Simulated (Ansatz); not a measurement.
YGe:
```cif
data_Ge4Y4
_chemical_formula_sum 'Y4 Ge4'
_space_group_name_H-M_alt 'Cmcm'
_space_group_IT_number 63
_space_group_name_Hall '-C 2c 2'
_cell_length_a 4.28437
_cell_length_b 10.73146
_cell_length_c 3.95484
_cell_angle_alpha 90.000
_cell_angle_beta 90.000
_cell_angle_gamma 90.000
loop_
_atom_site_label
_atom_site_type_symbol
_atom_site_symmetry_multiplicity
_atom_site_Wyckoff_symbol
_atom_site_fract_x
_atom_site_fract_y
_atom_site_fract_z
_atom_site_occupancy
Y1 Y 4 c 0.00000 0.13851 0.75000 1
Ge1 Ge 4 c 0.00000 0.58472 0.25000 1
```
(The calculation used a cell of 4 atoms; values per cell refer to that cell.)

Relaxed with r²SCAN.

Tabulate the valence density and the electron localisation function along the shortest Y–Ge contact (2.97 Å), the program Ansatz at the r²SCAN level (PAW).



```csv
distance from Y (Å),density (e/Å³),ELF
0.30,3.65,0.65
0.45,3.50,0.81
0.59,2.70,0.85
0.74,1.70,0.83
0.89,0.91,0.69
1.04,0.46,0.37
1.19,0.26,0.13
1.34,0.20,0.12
1.49,0.20,0.26
1.63,0.23,0.50
1.78,0.30,0.59
1.93,0.40,0.54
2.08,0.57,0.47
2.23,0.98,0.39
2.38,2.24,0.23
2.52,6.93,0.08
2.67,20.82,0.01
```

The density is the valence pseudo-density with augmentation charge, so density and ELF within about 1 Å of a nucleus are not all-electron values.

The workflow started from a Materials Project entry (that database holds measured and hypothetical structures alike); the Crystallography Open Database copy checked does not list it. Its standing as an ambient phase is unchecked. The cell was relaxed with r²SCAN under the symmetry of its start; its stability against distortions is not shown here. The run is not spin-polarised.

Potentials: the later of the program's two PAW sets.
